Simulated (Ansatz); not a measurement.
An Ansatz input and the part of its output that reports the observables at the nuclei.

The cell is a COD entry, relaxed with PBE at fixed cell and then changed (volume scaled by 0.94, ions relaxed).

```yaml
crystal:
  lattice:
    - [-2.9715744608, 2.9715744608, 2.3887207261]
    - [2.9715744608, -2.9715744608, 2.3887207261]
    - [2.9715744608, 2.9715744608, -2.3887207261]
  atoms:
    - { symbol: Al, position: [0.6581, 0.1581, 0.8162] }
    - { symbol: Al, position: [0.1581, 0.3419, 0.5] }
    - { symbol: Al, position: [0.3419, 0.8419, 0.1838] }
    - { symbol: Al, position: [0.8419, 0.6581, 0.5] }
    - { symbol: Cu, position: [0.25, 0.25, 0.0] }
    - { symbol: Cu, position: [0.75, 0.75, 0.0] }
kpoints:
  mp_grid: { grid: [12, 12, 12] }
scf:
  occupations: { method: fermi_dirac, width: 0.05 }
hamiltonian:
  xc: pbe
  pseudopotentials: { kind: paw }
output:
  forces: true
  stress: true
  populations: true
  efg:
    quadrupole_moments_barn: { Al: 0.1466, Cu: -0.22 }
    contact_densities: true
relax:
  f_tol: 0.02
  max_steps: 60
```

```sh
ansatz run input.yaml --threads 1 --pin off --max-ram 3072MiB --backend cpu --events-out ev --progress --plain --runs-dir out
```

The run relaxes the ions first, and the block belongs to the relaxed positions.

Of the output, the block on the nuclei alone is shown; the set-up, the SCF iterations, energies, forces and stress are cut. One atom of each set with nearly equal values is shown.

```
--- PAW observables at the nuclei: V_zz in 10²¹ V/m², potentials from the cell's mean, atoms counted from 1 ---
  atom   1  Al V_zz =    -0.812686   η = 0.5668   by run symmetry: allowed   C_q = -2.8808 MHz
            electrostatic potential = -1232.433669 V   contact ρ = 10085.913569 e/Å³
  atom   5  Cu V_zz =    -2.984832   η = 0.0000   by run symmetry: allowed   C_q = +15.8780 MHz
            electrostatic potential = -3756.631405 V   contact ρ = 147571.781091 e/Å³
```

The relaxation (2 steps) took 28 s of wall time (28 s of CPU time) and 0.73 GiB at its peak, on 1 thread of Intel Xeon Platinum 8488C (Sapphire Rapids) (x86_64; 16 cores open to the job, memory cap 3.0 GiB, no GPU), a shared host with a load of 0.3 a core.

With no gap above 0.1 eV, as in a metal, the gradients converge slowly in k; expect changes of a tenth or more on a denser mesh. At this changed cell the PBE pressure is 7 GPa.
